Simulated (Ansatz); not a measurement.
Consider the following.

Si:
```cif
data_Si8
_chemical_formula_sum 'Si8'
_space_group_name_H-M_alt 'Pm-3n'
_space_group_IT_number 223
_space_group_name_Hall '-P 4n 2 3'
_cell_length_a 4.84439
_cell_length_b 4.84439
_cell_length_c 4.84439
_cell_angle_alpha 90.000
_cell_angle_beta 90.000
_cell_angle_gamma 90.000
loop_
_atom_site_label
_atom_site_type_symbol
_atom_site_symmetry_multiplicity
_atom_site_Wyckoff_symbol
_atom_site_fract_x
_atom_site_fract_y
_atom_site_fract_z
_atom_site_occupancy
Si1 Si 6 c 0.00000 0.50000 0.25000 1
Si2 Si 2 a 0.00000 0.00000 0.00000 1
```

This is the r²SCAN-relaxed structure.

Question: All from r²SCAN (plane waves, PAW; program Ansatz), unless another level is named. Predict the electronic character.

Answer: metallic (no gap).

Question: What about the density of states at the Fermi level?

Answer: 0.39 states/eV per atom (mean over ±0.08 eV).

A made-up cell: these elements were put on the sites of a structure type; the Crystallography Open Database copy checked does not list it. It is not the phase usual at ambient conditions (space group No. 227). Symmetry was held in the r²SCAN relaxation; its stability against distortions is not shown here.

Potentials: the earlier of the program's two PAW sets.
